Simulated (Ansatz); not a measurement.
Before relaxation, clean slab, lower half held (AlRu, Pm-3m (No. 221), (1 1 0) face):

```
CELL_PARAMETERS angstrom
5.94717 0.00000 0.00000
0.00000 8.41058 0.00000
0.00000 0.00000 23.30793
ATOMIC_POSITIONS crystal
Al 0.00000 0.25000 0.36468
Al 0.00000 0.75000 0.36468
Al 0.50000 0.25000 0.36468
Al 0.50000 0.75000 0.36468
Ru 0.25000 0.50000 0.36468
Ru 0.25000 0.00000 0.36468
Ru 0.75000 0.50000 0.36468
Ru 0.75000 0.00000 0.36468
Al 0.00000 0.50000 0.45489
Al 0.00000 0.00000 0.45489
Al 0.50000 0.50000 0.45489
Al 0.50000 0.00000 0.45489
Ru 0.25000 0.75000 0.45489
Ru 0.25000 0.25000 0.45489
Ru 0.75000 0.75000 0.45489
Ru 0.75000 0.25000 0.45489
Al 0.00000 0.75000 0.54511
Al 0.00000 0.25000 0.54511
Al 0.50000 0.75000 0.54511
Al 0.50000 0.25000 0.54511
Ru 0.25000 0.00000 0.54511
Ru 0.25000 0.50000 0.54511
Ru 0.75000 0.00000 0.54511
Ru 0.75000 0.50000 0.54511
Al 0.00000 0.00000 0.63532
Al 0.00000 0.50000 0.63532
Al 0.50000 0.00000 0.63532
Al 0.50000 0.50000 0.63532
Ru 0.25000 0.25000 0.63532
Ru 0.25000 0.75000 0.63532
Ru 0.75000 0.25000 0.63532
Ru 0.75000 0.75000 0.63532
```

Method: DFT PBE+D3(BJ), scalar-relativistic, plane waves, PAW in Ansatz 0.2.0. Cutoff 420 eV; k points 5×4×1 on the computed 32-atom cell (Γ-centred); Gaussian smearing, width 0.10 eV; no spin polarisation. The cell repeats along c with a dipole correction in the vacuum.

Atoms 1, 2, 3, 4, 5, 6, 7, 8, 9, 10, 11, 12, 13, 14, 15, 16 (counted from 1) are held. The cell is fixed. Force threshold 0.03 eV/Å.

(1) Where does it end?

Results:

(1) The energy falls by 0.008 eV in 3 steps, to:

```
CELL_PARAMETERS angstrom
5.94717 0.00000 0.00000
0.00000 8.41058 0.00000
0.00000 0.00000 23.30793
ATOMIC_POSITIONS crystal
Al 0.00000 0.25000 0.36468
Al 0.00000 0.75000 0.36468
Al 0.50000 0.25000 0.36468
Al 0.50000 0.75000 0.36468
Ru 0.25000 0.50000 0.36468
Ru 0.25000 0.00000 0.36468
Ru 0.75000 0.50000 0.36468
Ru 0.75000 0.00000 0.36468
Al 0.00000 0.50000 0.45489
Al 0.00000 0.00000 0.45489
Al 0.50000 0.50000 0.45489
Al 0.50000 0.00000 0.45489
Ru 0.25000 0.75000 0.45489
Ru 0.25000 0.25000 0.45489
Ru 0.75000 0.75000 0.45489
Ru 0.75000 0.25000 0.45489
Al 0.00000 0.75000 0.54470
Al 0.00000 0.25000 0.54470
Al 0.50000 0.75000 0.54470
Al 0.50000 0.25000 0.54470
Ru 0.25000 0.00000 0.54427
Ru 0.25000 0.50000 0.54427
Ru 0.75000 0.00000 0.54427
Ru 0.75000 0.50000 0.54427
Al 0.00000 0.00000 0.63496
Al 0.00000 0.50000 0.63496
Al 0.50000 0.00000 0.63496
Al 0.50000 0.50000 0.63496
Ru 0.25000 0.25000 0.63501
Ru 0.25000 0.75000 0.63501
Ru 0.75000 0.25000 0.63501
Ru 0.75000 0.75000 0.63501
```

Cost: 1 run of about 18 core-minutes, on Intel Xeon Processor @ 2.50GHz (Skylake/Cascade Lake) (shared hosts).